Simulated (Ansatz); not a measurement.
Run on Au (fcc type): DFT, PBE, all-electron LAPW, scalar-relativistic (Ansatz 0.2.0). This run: bulk in the slab's orientation.

The cell comes from a relaxation on PAW files under the same functional.

Command: `ansatz run input.yaml --threads 1 --pin off --max-ram 3584MiB --backend cpu --events-out ev --progress --plain --runs-dir out` It took 52 s on 1 thread of Intel(R) Xeon(R) 6975P-C (Granite Rapids), with other jobs on the host, peak memory 0.86 GiB.

```yaml
crystal:
  lattice:
    - [0.0, 2.0789639816, -2.0789639816]
    - [-2.0789639816, 0.0, 2.0789639816]
    - [4.1579279633, 4.1579279633, 4.1579279633]
  atoms:
    - { symbol: Au, position: [0.0, 0.0, 0.0] }
    - { symbol: Au, position: [0.333333333, 0.666666667, 0.333333333] }
    - { symbol: Au, position: [0.666666667, 0.333333333, 0.666666667] }
kpoints:
  mp_grid: { grid: [13, 13, 5] }
scf:
  occupations: { method: fermi_dirac, width: 0.05 }
hamiltonian:
  xc: pbe
  pseudopotentials: { kind: all_electron, lapw: { basis_error: 0.001 } }
output:
  forces: true
  stress: true
  eigenvalues: true
```

Output:

```
LAPW: plane waves up to 7.891 Å⁻¹, error target 1.0e-3 eV per atom; small_component_spin mean_spin; Au in spheres of 1.470 Å, 43 of its electrons in bands, Dirac shells [] (how accurate: hamiltonian.pseudopotentials.lapw.basis_error, Limitations)
Engine: ansatz 0.2.0
Pseudopotentials: kind: all_electron
Pseudopotential: Au, LAPW, valence charge 43, lapw/all_electron/scalar/gaussian/Au, Koelling and Harmon's equation, gaussian nucleus
Functional definition: PBE
  parameter kappa = 0.804
  parameter beta = 0.06672455060314922
  exchange = pbe_x(kappa = kappa, mu = beta*pi^2/3)
  correlation = pbe_c(beta = beta)
Crystal: 3 atoms, lattice volume = 53.913 Å³
Basis set: ecut = 237.2393076740075 eV, 475 PW (Γ), exchange–correlation at level 2
Bands: 78, of which v1, the nominal top of the filled ones, is band 65 counted from 1 (64 counted from 0)
Symmetry: 36 space group operations
Space group: Fm-3m (ITA 225), of the structure as read, at distance tolerance 3.8e-5 Å
k-points: 91 of 845
Non-local potential: Au, projectors of the file, none
Initial density: superposition of atomic densities (chi_scale 0.1, normalization cell)
Initial wavefunctions: plane waves of lowest kinetic energy (no species holds an atomic orbital)
Functional: x = pbe(κ = 0.804, μ = 0.2195149727645171), c = pbe(β = 0.06672455060314922)
iter 1 solved again at ethr=1.11e-4 eV; its pass at ethr=1.00e-1 eV (dr2=1.43e-1 eV) is discarded
SCF iter   1: F=—  HF=-1551675.411384 eV  |F-HF|=—  |Δ(HF+E_count)|=         —  Δρ=2.13e-2  dr2=1.44e-1  ethr=1.11e-4  ⟨swp⟩=3.0  Hψ=42925  notcnv=0
preconditioner: auto → LDOS  [metal: Δε(μ)=0.008 eV  Ē_g=15.066 eV  σ=0.050 eV  W_gap=0.04  n_scr=36 (ndim 8)  ℏωp=29.1 eV  f_vac=0.052  D(μ)=0.75/eV (n_scr^D=2)  β→1.0]
SCF iter   2: F=—  HF=-1551675.938863 eV  |F-HF|=—  |Δ(HF+E_count)|=   5.27e-1  Δρ=9.68e-3  dr2=3.22e-2  ethr=1.11e-4  ⟨swp⟩=3.0  Hψ=22903  notcnv=0
iter 3 solved again at ethr=3.46e-7 eV; its pass at ethr=2.50e-5 eV (dr2=4.47e-4 eV) is discarded
SCF iter   3: F=—  HF=-1551674.683599 eV  |F-HF|=—  |Δ(HF+E_count)|=    1.26e0  Δρ=1.35e-3  dr2=4.47e-4  ethr=3.46e-7  ⟨swp⟩=2.0  Hψ=37383  notcnv=0
SCF iter   4: F=—  HF=-1551674.672000 eV  |F-HF|=—  |Δ(HF+E_count)|=   1.16e-2  Δρ=1.08e-3  dr2=3.41e-4  ethr=3.46e-7  ⟨swp⟩=3.0  Hψ=21922  notcnv=0
SCF iter   5: F=—  HF=-1551674.671741 eV  |F-HF|=—  |Δ(HF+E_count)|=   2.59e-4  Δρ=2.07e-4  dr2=1.24e-5  ethr=2.65e-7  ⟨swp⟩=2.3  Hψ=20492  notcnv=0
SCF iter   6: F=—  HF=-1551674.671762 eV  |F-HF|=—  |Δ(HF+E_count)|=   2.15e-5  Δρ=8.20e-6  dr2=3.76e-8  ethr=9.61e-9  ⟨swp⟩=3.0  Hψ=21250  notcnv=0
SCF iter   7: F=-1551674.671762 eV  HF=-1551674.671762 eV  |F-HF|=1.40e-9  |Δ(HF+E_count)|=   4.45e-8  Δρ=1.97e-6  dr2=1.28e-8  ethr=2.91e-11  ⟨swp⟩=3.0  Hψ=21566  notcnv=0
SCF 1 converged in 7 iterations: F = -1551674.671762 eV  dr2 = 1.28e-8
SCF converged after 7 iterations
Free energy (F): -1551674.671762 eV
Harris-Foulkes:  -1551674.671762 eV  (|F-HF|=1.40e-9)
Internal energy: -1551674.665022 eV  (E = F + TS)
E sigma→0 (E₀):  -1551674.668392 eV
Entropy (-TS):   -0.006740 eV (-2.247 meV/atom)
Fermi energy:    23.604153 eV
--- Per-component energies (eV) ---
  E_band       = -11714.534434
  E_kinetic    = 1768555.661914
  E_xc         = -29744.422578
  E_electrostatic = -3290485.904358  (all electrons and nuclei)
  E_smearing   = -0.006740  (= −TS)
  E_closure    = 0.000000  (closes the sum)
  E_atoms      = -1551664.989840  (free atoms, spherical and without spin; not in F)
  Σ components = -1551674.671762   (vs F -1551674.671762, Δ=0.00e0)
  Basis errors (estimates in eV, not in F): energy 1.9e-4 per atom: plane waves 1.8e-4 (1.3e-4 summed), levels above the bands 1.3e-160, relativity 6.0e-8, radial functions 1.3e-5, core shells 6.8e-9; eigenvalues (radial functions only) 8.7e-7; not estimated: angular momenta, meshes, grids; target (lapw.basis_error) 1.0e-3; muffin-tin radii Au 1.470 Å
--- Forces (eV/Å), atoms counted from 1 ---
  atom   1  Au     0.00000000     0.00000000     0.00000000
  atom   2  Au     0.00000000     0.00000000     0.00000000
  atom   3  Au     0.00000000     0.00000000     0.00000000
  max |Σ_I F_I| component: 4.40e-24 eV/Å
--- Stress (GPa, compression-positive) ---
       -0.222161       0.353700       0.353700
        0.353700      -0.222161       0.353700
        0.353700       0.353700      -0.222161
  P = ⅓ Tr σ = -0.2222 GPa (-2.222 kbar)
--- Band table (eV; the first three rows and the last of 91) ---
  k-point 0: bands = ["-299.0317", "-299.0317", "-299.0317", "-299.0317", "-299.0317", "-299.0317", "-299.0306", "-299.0306", "-299.0306", "-299.0192", "-299.0192", "-299.0192", "-299.0192", "-299.0192", "-299.0192", "-81.7435", "-81.7368", "-81.7368", "-54.7817", "-54.7814", "-54.7814", "-54.7738", "-54.7737", "-54.7737", "-54.7723", "-54.7723", "-54.7723", "-54.7723", "-54.7717", "-54.7717", "-54.7668", "-54.7668", "-54.7668", "-54.7661", "-54.7661", "-54.7658", "-54.7658", "-54.7658", "-54.7658", "-33.2337", "-33.2337", "-33.1266", "-33.1266", "-33.1266", "-33.1266", "-33.1061", "-33.1061", "-33.1010", "14.2077", "16.5179", "16.5179", "19.1083", "19.1083", "19.1109", "19.2484", "19.2484", "19.2484", "19.2484", "19.8369", "19.8369", "20.4927", "20.4927", "21.0577", "21.0577", "21.0577", "21.0577", "31.0941", "31.0941", "38.0549", "38.3282", "38.3282", "41.7542", "41.7566", "41.7566", "41.7943", "41.7943", "41.7943", "41.7943"]
  k-point 1: bands = ["-299.0317", "-299.0317", "-299.0317", "-299.0317", "-299.0317", "-299.0317", "-299.0306", "-299.0306", "-299.0306", "-299.0192", "-299.0192", "-299.0192", "-299.0192", "-299.0192", "-299.0192", "-81.7431", "-81.7385", "-81.7354", "-54.7816", "-54.7815", "-54.7813", "-54.7738", "-54.7737", "-54.7737", "-54.7724", "-54.7724", "-54.7721", "-54.7721", "-54.7717", "-54.7717", "-54.7668", "-54.7668", "-54.7668", "-54.7660", "-54.7660", "-54.7659", "-54.7659", "-54.7658", "-54.7658", "-33.2608", "-33.1989", "-33.1308", "-33.1308", "-33.1212", "-33.1212", "-33.1087", "-33.1073", "-33.1073", "14.3557", "16.0903", "16.6556", "19.0657", "19.0959", "19.1448", "19.1448", "19.1573", "19.1573", "19.3487", "19.3487", "20.4717", "20.4717", "20.7220", "20.7220", "21.1291", "21.3753", "21.3753", "28.6291", "33.6992", "37.8175", "38.2113", "38.8991", "40.7818", "40.8565", "40.8565", "41.9163", "41.9163", "42.7122", "42.7122"]
  k-point 2: bands = ["-299.0317", "-299.0317", "-299.0317", "-299.0317", "-299.0317", "-299.0317", "-299.0306", "-299.0306", "-299.0306", "-299.0192", "-299.0192", "-299.0192", "-299.0192", "-299.0192", "-299.0192", "-81.7420", "-81.7404", "-81.7346", "-54.7816", "-54.7815", "-54.7813", "-54.7737", "-54.7737", "-54.7737", "-54.7725", "-54.7725", "-54.7720", "-54.7720", "-54.7718", "-54.7718", "-54.7668", "-54.7668", "-54.7668", "-54.7660", "-54.7660", "-54.7660", "-54.7660", "-54.7658", "-54.7658", "-33.2756", "-33.1624", "-33.1331", "-33.1331", "-33.1305", "-33.1155", "-33.1155", "-33.1106", "-33.1106", "14.7825", "15.4197", "16.6746", "18.9011", "18.9617", "19.0835", "19.0835", "19.2753", "19.2753", "19.3692", "19.3692", "20.4403", "20.4403", "20.4956", "20.4956", "21.5664", "21.5664", "22.5094", "26.6909", "36.2419", "37.5387", "38.2679", "39.1325", "39.1478", "40.3181", "40.3181", "42.3444", "42.3444", "42.8200", "42.8200"]
  k-point 90: bands = ["-299.0317", "-299.0317", "-299.0317", "-299.0317", "-299.0317", "-299.0317", "-299.0306", "-299.0306", "-299.0306", "-299.0192", "-299.0192", "-299.0192", "-299.0192", "-299.0192", "-299.0192", "-81.7327", "-81.7325", "-81.7319", "-54.7812", "-54.7812", "-54.7812", "-54.7745", "-54.7745", "-54.7745", "-54.7725", "-54.7724", "-54.7724", "-54.7722", "-54.7721", "-54.7720", "-54.7665", "-54.7665", "-54.7665", "-54.7659", "-54.7659", "-54.7659", "-54.7658", "-54.7658", "-54.7658", "-33.2490", "-33.2467", "-33.2341", "-33.2147", "-33.1957", "-33.1951", "-33.1614", "-33.1519", "-33.1497", "17.8356", "18.0125", "18.0519", "18.3466", "18.3868", "18.3930", "18.9347", "19.0889", "19.2148", "20.2049", "20.2418", "20.3864", "21.3927", "21.5066", "21.6199", "25.5651", "26.2741", "26.8868", "27.4014", "28.2745", "28.5773", "31.4017", "33.3313", "33.5200", "34.2023", "35.5365", "35.8040", "41.5286", "41.9483", "43.2220"]
```

Next run, as changes to the input before:

```diff
   lattice:
-    - [0.0, 2.0789639816, -2.0789639816]
-    - [-2.0789639816, 0.0, 2.0789639816]
-    - [4.1579279633, 4.1579279633, 4.1579279633]
+    - [2.9400990585, 0.0, 0.0]
+    - [-1.4700495293, 2.5462004743, 0.0]
+    - [0.0, 0.0, 20.8012]
   atoms:
-    - { symbol: Au, position: [0.0, 0.0, 0.0] }
-    - { symbol: Au, position: [0.333333333, 0.666666667, 0.333333333] }
-    - { symbol: Au, position: [0.666666667, 0.333333333, 0.666666667] }
+    - { symbol: Au, position: [0.1666666665, 0.3333333335, 0.3845941183] }
+    - { symbol: Au, position: [0.5000000005, 0.9999999995, 0.4999999997] }
+    - { symbol: Au, position: [0.8333333335, 0.6666666665, 0.6154058817] }
 kpoints:
-  mp_grid: { grid: [13, 13, 5] }
+  mp_grid: { grid: [13, 13, 1] }
 scf:
   eigenvalues: true
+  populations: true
+  dos: { projected: true, de: 0.2, e_range: [-14, 8] }
+efield:
+  axis: 3
+  amplitude: 0
+  dipole_correction: true
```

Results part of the output:

```
SCF 1 converged in 9 iterations: F = -1551674.007257 eV  dr2 = 9.24e-9
SCF converged after 9 iterations
Free energy (F): -1551674.007257 eV
Harris-Foulkes:  -1551674.007257 eV  (|F-HF|=1.23e-8)
Internal energy: -1551674.004274 eV  (E = F + TS)
E sigma→0 (E₀):  -1551674.005766 eV
Entropy (-TS):   -0.002982 eV (-0.994 meV/atom)
Fermi energy:    4.727005 eV
Dipole field:    D = 0.000000 V/Å  (p = 0.000000 e·Å, saw-weighted, corrected)
[... lines left out ...]
  k-point 1: bands = ["-317.6930", "-317.6895", "-317.6895", "-317.6792", "-317.6792", "-317.4966", "-317.4966", "-317.4966", "-317.4966", "-317.4827", "-317.4827", "-317.4800", "-317.4800", "-317.4800", "-317.4800", "-100.4041", "-100.1873", "-100.1873", "-73.4403", "-73.4338", "-73.4320", "-73.4320", "-73.4303", "-73.4247", "-73.4247", "-73.2463", "-73.2463", "-73.2448", "-73.2448", "-73.2280", "-73.2280", "-73.2280", "-73.2280", "-73.2223", "-73.2223", "-73.2223", "-73.2223", "-73.2215", "-73.2215", "-51.8790", "-51.7972", "-51.7911", "-51.6107", "-51.6104", "-51.6052", "-51.6046", "-51.5651", "-51.5532", "-3.6270", "-2.1390", "-1.7156", "0.4230", "0.4513", "0.5734", "0.6478", "0.8143", "0.8545", "0.9160", "0.9968", "1.8167", "1.8389", "2.0914", "2.2959", "2.5881", "2.7903", "3.5171", "5.6608", "9.4473", "10.0776", "10.5079", "12.2910", "12.3105", "14.9520", "15.5487", "18.7334", "18.8443", "19.5252", "20.3413"]
  k-point 2: bands = ["-317.6930", "-317.6895", "-317.6895", "-317.6792", "-317.6792", "-317.4966", "-317.4966", "-317.4966", "-317.4966", "-317.4827", "-317.4827", "-317.4800", "-317.4800", "-317.4800", "-317.4800", "-100.4031", "-100.1864", "-100.1863", "-73.4402", "-73.4339", "-73.4321", "-73.4320", "-73.4302", "-73.4247", "-73.4247", "-73.2463", "-73.2463", "-73.2449", "-73.2449", "-73.2280", "-73.2280", "-73.2280", "-73.2280", "-73.2223", "-73.2223", "-73.2223", "-73.2223", "-73.2215", "-73.2215", "-51.8755", "-51.8193", "-51.7967", "-51.6320", "-51.6313", "-51.6106", "-51.6100", "-51.5620", "-51.5524", "-3.1384", "-1.6731", "-1.3103", "0.1389", "0.2981", "0.4728", "0.7896", "0.9065", "0.9273", "1.0179", "1.3046", "1.5529", "1.7855", "1.8147", "2.2811", "2.4546", "2.8032", "4.0623", "6.6339", "9.7858", "10.5091", "10.8722", "12.6476", "12.7189", "15.3623", "15.8920", "17.9827", "19.1292", "19.2546", "19.4219"]
  k-point 20: bands = ["-317.6930", "-317.6895", "-317.6895", "-317.6792", "-317.6792", "-317.4966", "-317.4966", "-317.4966", "-317.4966", "-317.4827", "-317.4827", "-317.4800", "-317.4800", "-317.4800", "-317.4800", "-100.3977", "-100.1810", "-100.1810", "-73.4400", "-73.4345", "-73.4322", "-73.4322", "-73.4300", "-73.4246", "-73.4246", "-73.2459", "-73.2459", "-73.2455", "-73.2455", "-73.2280", "-73.2280", "-73.2279", "-73.2279", "-73.2225", "-73.2225", "-73.2225", "-73.2225", "-73.2213", "-73.2213", "-51.8954", "-51.8755", "-51.8582", "-51.7066", "-51.7021", "-51.6868", "-51.6834", "-51.5474", "-51.5469", "-0.5963", "-0.5869", "-0.3036", "-0.1469", "0.1405", "0.5448", "0.8973", "0.9490", "1.1092", "1.1220", "1.7164", "1.8642", "2.4970", "2.6049", "2.7961", "6.8398", "7.8961", "8.0945", "9.1985", "10.0631", "10.7669", "11.0483", "12.6313", "13.0951", "14.6564", "15.2670", "16.0689", "16.2110", "16.7053", "16.8756"]
--- Löwdin populations: 3 sites ---
  site symbol       q [e]
     0     Au     78.8946
     1     Au     78.8584
     2     Au     78.8946
  spilling = 0.001487 (of n_electrons = 237.000000)
```

Next run (atoms relaxed), as changes to the input before:

```diff
   atoms:
-    - { symbol: Au, position: [0.1666666665, 0.3333333335, 0.3845941183] }
-    - { symbol: Au, position: [0.5000000005, 0.9999999995, 0.4999999997] }
-    - { symbol: Au, position: [0.8333333335, 0.6666666665, 0.6154058817] }
+    - { symbol: Au, position: [0.1666666667, 0.3333333333, 0.383952032] }
+    - { symbol: Au, position: [0.5, 1.0, 0.499999922] }
+    - { symbol: Au, position: [0.8333333333, 0.6666666667, 0.6160480458] }
 kpoints:
   eigenvalues: true
-  populations: true
-  dos: { projected: true, de: 0.2, e_range: [-14, 8] }
+relax:
+  f_tol: 0.01
+  max_steps: 12
 efield:
```

Results part of the output:

```
SCF converged after 3 iterations
Free energy (F): -1551674.007742 eV
Harris-Foulkes:  -1551674.007742 eV  (|F-HF|=2.14e-8)
Internal energy: -1551674.004754 eV  (E = F + TS)
E sigma→0 (E₀):  -1551674.006248 eV
Entropy (-TS):   -0.002988 eV (-0.996 meV/atom)
Fermi energy:    4.707644 eV
Dipole field:    D = -0.000000 V/Å  (p = -0.000000 e·Å, saw-weighted, corrected)
Work function:   Φ+ = 5.1967 eV   Φ− = 5.1967 eV
[... lines left out ...]
  k-point 1: bands = ["-317.6791", "-317.6754", "-317.6754", "-317.6651", "-317.6651", "-317.4885", "-317.4885", "-317.4885", "-317.4885", "-317.4746", "-317.4745", "-317.4717", "-317.4717", "-317.4717", "-317.4717", "-100.3888", "-100.1785", "-100.1785", "-73.4261", "-73.4199", "-73.4177", "-73.4177", "-73.4164", "-73.4104", "-73.4104", "-73.2383", "-73.2382", "-73.2368", "-73.2368", "-73.2196", "-73.2196", "-73.2196", "-73.2196", "-73.2140", "-73.2140", "-73.2140", "-73.2139", "-73.2133", "-73.2132", "-51.8610", "-51.7821", "-51.7761", "-51.6023", "-51.6020", "-51.5967", "-51.5962", "-51.5551", "-51.5438", "-3.5868", "-2.1244", "-1.6961", "0.4426", "0.4583", "0.5951", "0.6727", "0.8387", "0.8622", "0.9240", "1.0068", "1.8321", "1.8535", "2.1018", "2.3077", "2.5843", "2.7857", "3.5080", "5.6496", "9.4302", "10.0741", "10.4909", "12.2592", "12.3098", "14.9395", "15.5409", "18.6913", "18.8568", "19.5323", "20.3534"]
  k-point 2: bands = ["-317.6791", "-317.6754", "-317.6754", "-317.6651", "-317.6651", "-317.4885", "-317.4885", "-317.4885", "-317.4885", "-317.4746", "-317.4745", "-317.4717", "-317.4717", "-317.4717", "-317.4717", "-100.3878", "-100.1776", "-100.1776", "-73.4260", "-73.4200", "-73.4178", "-73.4177", "-73.4163", "-73.4104", "-73.4104", "-73.2382", "-73.2382", "-73.2369", "-73.2369", "-73.2196", "-73.2196", "-73.2196", "-73.2196", "-73.2140", "-73.2140", "-73.2140", "-73.2139", "-73.2132", "-73.2132", "-51.8577", "-51.8041", "-51.7817", "-51.6235", "-51.6228", "-51.6022", "-51.6015", "-51.5520", "-51.5430", "-3.0976", "-1.6567", "-1.2887", "0.1677", "0.3188", "0.4842", "0.7935", "0.9112", "0.9560", "1.0451", "1.3146", "1.5664", "1.7970", "1.8201", "2.2903", "2.4517", "2.7974", "4.0461", "6.6200", "9.7673", "10.5049", "10.8566", "12.6219", "12.7168", "15.3532", "15.8831", "17.9944", "19.1233", "19.2315", "19.4187"]
  k-point 20: bands = ["-317.6791", "-317.6754", "-317.6754", "-317.6651", "-317.6651", "-317.4885", "-317.4885", "-317.4885", "-317.4885", "-317.4746", "-317.4745", "-317.4717", "-317.4717", "-317.4717", "-317.4717", "-100.3824", "-100.1722", "-100.1722", "-73.4258", "-73.4206", "-73.4180", "-73.4179", "-73.4161", "-73.4103", "-73.4103", "-73.2379", "-73.2378", "-73.2375", "-73.2375", "-73.2196", "-73.2195", "-73.2195", "-73.2195", "-73.2142", "-73.2142", "-73.2141", "-73.2141", "-73.2131", "-73.2131", "-51.8802", "-51.8603", "-51.8407", "-51.6981", "-51.6937", "-51.6784", "-51.6750", "-51.5375", "-51.5371", "-0.5560", "-0.5440", "-0.2641", "-0.1141", "0.1736", "0.5601", "0.9062", "0.9591", "1.1186", "1.1314", "1.7129", "1.8620", "2.4937", "2.6014", "2.7924", "6.8530", "7.8964", "8.1010", "9.2105", "10.0609", "10.7699", "11.0311", "12.6187", "13.0707", "14.6328", "15.2390", "16.0597", "16.1905", "16.6882", "16.8714"]
--- Relaxed structure (2 steps of the walk, 2 accepted, 0 SCFs on fresh bases) ---
  F+E_penalty+E_count = -1551674.00774231 eV   max|allowed force component| = 9.492e-4 eV/Å
  atoms:
    - { symbol: Au, position: [0.1666666666666667, 0.3333333333333334, 0.38395203200000005] }
    - { symbol: Au, position: [0.5000000000000001, 1.0000000000000002, 0.4999999220000001] }
    - { symbol: Au, position: [0.8333333333333335, 0.6666666666666667, 0.6160480458000002] }
```

Next run (spin-orbit coupling on), as changes to the input before:

```diff
   eigenvalues: true
-relax:
-  f_tol: 0.01
-  max_steps: 12
 efield:
   dipole_correction: true
+magnetization:
+  noncollinear: true
+  spin_orbit: true
```

Command: `ansatz run input.yaml --threads 1 --pin off --max-ram 3584MiB --backend cpu --events-out ev --progress --plain --runs-dir out` It took 4.4 min on 1 thread of Intel(R) Xeon(R) 6975P-C (Granite Rapids), with other jobs on the host, peak memory 1.2 GiB.

Results part of the output:

```
SCF 1 converged in 9 iterations: F = -1554636.722048 eV  dr2 = 9.47e-9
SCF converged after 9 iterations
[... lines left out ...]
  k-point 2: bands = ["-328.2426", "-328.2426", "-328.2426", "-328.2426", "-328.0354", "-328.0354", "-328.0354", "-328.0354", "-328.0241", "-328.0241", "-328.0241", "-328.0241", "-310.1582", "-310.1582", "-310.1531", "-310.1531", "-310.1496", "-310.1496", "-309.9503", "-309.9503", "-309.9503", "-309.9503", "-309.9368", "-309.9368", "-309.9368", "-309.9368", "-309.9345", "-309.9345", "-309.9345", "-309.9345", "-100.3115", "-100.3115", "-100.0813", "-100.0813", "-100.0813", "-100.0813", "-75.3401", "-75.3401", "-75.3347", "-75.3347", "-75.3310", "-75.3310", "-75.1334", "-75.1334", "-75.1334", "-75.1334", "-75.1162", "-75.1162", "-75.1162", "-75.1162", "-75.1123", "-75.1123", "-75.1123", "-75.1123", "-71.5301", "-71.5301", "-71.5246", "-71.5246", "-71.5228", "-71.5228", "-71.5183", "-71.5183", "-71.3250", "-71.3250", "-71.3250", "-71.3250", "-71.3091", "-71.3091", "-71.3090", "-71.3090", "-71.3024", "-71.3024", "-71.3024", "-71.3024", "-71.3000", "-71.3000", "-71.3000", "-71.3000", "-64.0474", "-64.0474", "-63.8133", "-63.8133", "-63.8128", "-63.8128", "-47.5421", "-47.5421", "-47.4801", "-47.4801", "-47.2833", "-47.2833", "-47.2826", "-47.2826", "-47.2489", "-47.2489", "-47.2400", "-47.2400", "-3.1595", "-3.1595", "-1.7477", "-1.7477", "-1.4642", "-1.4642", "-0.3309", "-0.3309", "-0.1526", "-0.1526", "-0.0368", "-0.0368", "0.0952", "0.0952", "0.3112", "0.3112", "1.0870", "1.0870", "1.3511", "1.3511", "1.5250", "1.5250", "1.6000", "1.6000", "1.9123", "1.9123", "2.1016", "2.1016", "2.4781", "2.4781", "2.5567", "2.5567", "2.9494", "2.9494", "4.1153", "4.1153", "6.5323", "6.5323", "9.7752", "9.7752", "10.5083", "10.5083", "10.8671", "10.8671", "12.5843", "12.5843", "12.7155", "12.7155", "15.2948", "15.2948", "15.8428", "15.8428", "17.7744", "17.7744", "18.8261", "18.8261", "19.0859", "19.0859", "19.3865", "19.3865"]
  k-point 20: bands = ["-328.2426", "-328.2426", "-328.2426", "-328.2426", "-328.0354", "-328.0354", "-328.0354", "-328.0354", "-328.0241", "-328.0241", "-328.0241", "-328.0241", "-310.1582", "-310.1582", "-310.1531", "-310.1531", "-310.1496", "-310.1496", "-309.9503", "-309.9503", "-309.9503", "-309.9503", "-309.9368", "-309.9368", "-309.9368", "-309.9368", "-309.9345", "-309.9345", "-309.9345", "-309.9345", "-100.3060", "-100.3060", "-100.0759", "-100.0759", "-100.0759", "-100.0759", "-75.3402", "-75.3402", "-75.3348", "-75.3348", "-75.3310", "-75.3310", "-75.1335", "-75.1335", "-75.1335", "-75.1335", "-75.1162", "-75.1162", "-75.1162", "-75.1162", "-75.1124", "-75.1124", "-75.1124", "-75.1124", "-71.5301", "-71.5301", "-71.5247", "-71.5247", "-71.5229", "-71.5229", "-71.5182", "-71.5182", "-71.3252", "-71.3252", "-71.3252", "-71.3252", "-71.3090", "-71.3090", "-71.3090", "-71.3090", "-71.3025", "-71.3025", "-71.3025", "-71.3025", "-71.3000", "-71.3000", "-71.3000", "-71.3000", "-64.0675", "-64.0675", "-63.8341", "-63.8341", "-63.8341", "-63.8341", "-47.5871", "-47.5871", "-47.5547", "-47.5547", "-47.3843", "-47.3843", "-47.3800", "-47.3800", "-47.2722", "-47.2722", "-47.2697", "-47.2697", "-0.9060", "-0.9060", "-0.7575", "-0.7575", "-0.6101", "-0.6101", "-0.4183", "-0.4183", "-0.1545", "-0.1545", "0.0622", "0.0622", "0.5460", "0.5460", "0.9699", "0.9699", "1.1205", "1.1205", "1.3845", "1.3845", "1.7373", "1.7373", "2.0559", "2.0559", "2.6062", "2.6062", "2.7293", "2.7293", "2.8804", "2.8804", "6.8204", "6.8204", "7.8517", "7.8518", "8.0477", "8.0477", "9.0410", "9.0410", "9.9046", "9.9046", "10.4166", "10.4166", "11.0910", "11.0910", "12.4883", "12.4883", "12.9511", "12.9511", "14.5889", "14.5889", "15.2454", "15.2454", "16.0253", "16.0253", "16.1876", "16.1876", "16.7023", "16.7023", "16.8965", "16.8965"]
```
